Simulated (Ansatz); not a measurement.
AlIr:
```
CELL_PARAMETERS angstrom
      0.00000     2.49955     2.49955
      2.49955     0.00000     2.49955
      2.49955     2.49955     0.00000
ATOMIC_POSITIONS crystal
  Ir 0.00000 0.00000 0.00000
  Al 0.50000 0.50000 0.50000
```

This is the PBEsol-relaxed structure.

Task: All from PBEsol in the plane-wave PAW code Ansatz, unless another level is named. Estimate the density of states at the Fermi level.

Result: 0.04 states/eV per atom (mean over ±0.08 eV).

Task: What about the formation energy from the elements (no fitted shifts)?

Result: 0.040 eV/atom.

Space group Fm-3m (rock salt). The start of the workflow was typed in or built on a structure type; neither database checked (COD, Materials Project) lists it. Whether it is the stable phase at ambient conditions was not checked. The cell was relaxed with PBEsol under the symmetry of its start. At this level the phase is mechanically unstable. No spin polarisation was allowed. The references are the lowest solids computed at this level, not always the standard phases. Scalar-relativistic: spin–orbit coupling is off unless named, which matters more the heavier the elements.

Potentials: the earlier of the program's two PAW sets. The files were generated under PBE; for other functionals the program regenerates the frozen cores, and for LDA and PBEsol the local potential too.
